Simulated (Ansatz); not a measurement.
The start is a relaxed Sn cell, doubled along one cell vector, shaken by Gaussian noise of σ = 0.08 Å a coordinate. The cell and all atomic positions are relaxed at zero pressure with r2SCAN (plane waves to 500 eV, PAW, scalar-relativistic; Ansatz, an electronic-structure program). The first steps use a coarse 9×9×5 k-mesh.

Initial structure:
```
CELL_PARAMETERS angstrom
      0.00000     3.28336     3.28336
      3.28336     0.00000     3.28336
      6.56673     6.56673     0.00000
ATOMIC_POSITIONS crystal
  Sn 0.27842 0.23803 0.12069
  Sn 0.23822 0.24852 0.64152
  Sn 0.96872 0.00588 0.99384
  Sn 0.01598 0.02959 0.49207
```

| Property | Result |
|---|---|
| Largest initial force | 2.31 eV/Å, on Sn3 (atoms numbered as listed) |
| Energy released | 0.11 eV/atom |
| Shortest distances (start → end) | The closest pairs of elements (up to four, under 3.6 Å), start → end: Sn–Sn 2.62 → 2.84 Å |
| Band gap at the end | zero (the bands touch at this level, without spin-orbit coupling) |
| Optimiser moves | 4 |

Final values are on a 12×12×12 k-mesh of the relaxed cell. No spin polarisation in the result.
